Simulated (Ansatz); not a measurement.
Here is the system:

BAs:
```xyz
6
Lattice="3.4291 0.0000 0.0000 -1.7145 2.9697 0.0000 0.0000 0.0000 7.4028" Properties=species:S:1:pos:R:3 pbc="T T T"
B     -0.8573     1.4848     2.4676
B      0.8573     1.4848     4.9352
B      1.7145     0.0000     0.0000
As    -0.8573     1.4848     6.1690
As     0.8573     1.4848     1.2338
As     1.7145     0.0000     3.7014
```

This is the PBEsol-relaxed structure. x, y and z are the axes in which the lattice vectors are written.

Task: All from DFT-PBEsol in the program Ansatz with PAW potentials, unless another level is named. Predict the Poisson's ratio.

Result: 0.12.

Task: Give the elastic constants (relaxed ions, GPa).

Result: C11 = 335, C12 = 39.9, C13 = 65.7, C33 = 313, C44 = 169.

Space group P6_422. The start of the workflow was typed in or built on a structure type; neither database checked (COD, Materials Project) lists it. It is not the phase usual at ambient conditions (space group No. 216). The PBEsol relaxation kept the symmetry of its start; of distortions, only those at the zone centre were tested. Its formation energy is positive at this level, so the cell may be metastable or incomplete.

Potentials: the later of the program's two PAW sets.
